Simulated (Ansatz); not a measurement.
CaTlBr3:
```xyz
10
Lattice="2.1218 -7.0097 0.0000 2.1218 7.0097 0.0000 0.0000 0.0000 10.8430" Properties=species:S:1:pos:R:3 pbc="T T T"
Ca     0.0000     0.0000     0.0000
Ca     0.0000     0.0000     5.4215
Tl     2.1218     3.4105     2.7107
Tl     2.1218    -3.4105     8.1322
Br     2.1218    -1.9038     0.5348
Br     2.1218     1.9038    10.3082
Br     2.1218     1.9038     5.9563
Br     2.1218    -1.9038     4.8867
Br     2.1218    -6.0845     2.7107
Br     2.1218     6.0845     8.1322
```

Relaxed with r²SCAN+D4. Special points in fractions of this cell's reciprocal vectors: Γ (0.000, 0.000, 0.000); Y (-0.500, 0.500, 0.000); C0 (-0.273, 0.727, 0.000); Σ0 (0.273, 0.273, 0.000); Z (0.000, 0.000, 0.500); A0 (0.273, 0.273, 0.500); E0 (-0.273, 0.727, 0.500); T (-0.500, 0.500, 0.500); S (0.000, 0.500, 0.000); R (0.000, 0.500, 0.500).

List the band energies nearest the valence-band maximum at these points for r²SCAN+D4 (plane waves, PAW; program Ansatz).

In eV from the valence-band maximum; about four levels below and three above (degenerate sets whole), none deeper than 8.9 eV; points with the same levels are listed once.

```
k                     below                above
--  -----------------------  -------------------
Γ    -0.55 -0.50 -0.45 0.00       4.75 5.02 5.04
Y   -0.56 -0.56 -0.41 -0.13       4.15 5.04 5.04
C0  -1.03 -0.84 -0.57 -0.55       4.41 4.51 5.20
Z   -0.58 -0.58 -0.11 -0.11  4.85 4.85 5.17 5.17
A0  -0.65 -0.65 -0.60 -0.60  4.38 4.38 5.13 5.13
T   -0.68 -0.68 -0.26 -0.26  4.56 4.56 5.05 5.05
S   -1.00 -0.83 -0.67 -0.54       4.38 4.51 5.07
R   -0.67 -0.67 -0.64 -0.64  4.32 4.32 5.32 5.32
```

Space group Cmcm. The workflow started from a Materials Project entry (that database holds measured and hypothetical structures alike); the Crystallography Open Database copy checked does not list it. Its standing as an ambient phase is unchecked. The cell was relaxed with r²SCAN+D4 under the symmetry of its start; its stability against distortions is not shown here. Scalar-relativistic: spin–orbit coupling is off unless named, which matters more the heavier the elements.

Potentials: the later of the program's two PAW sets.
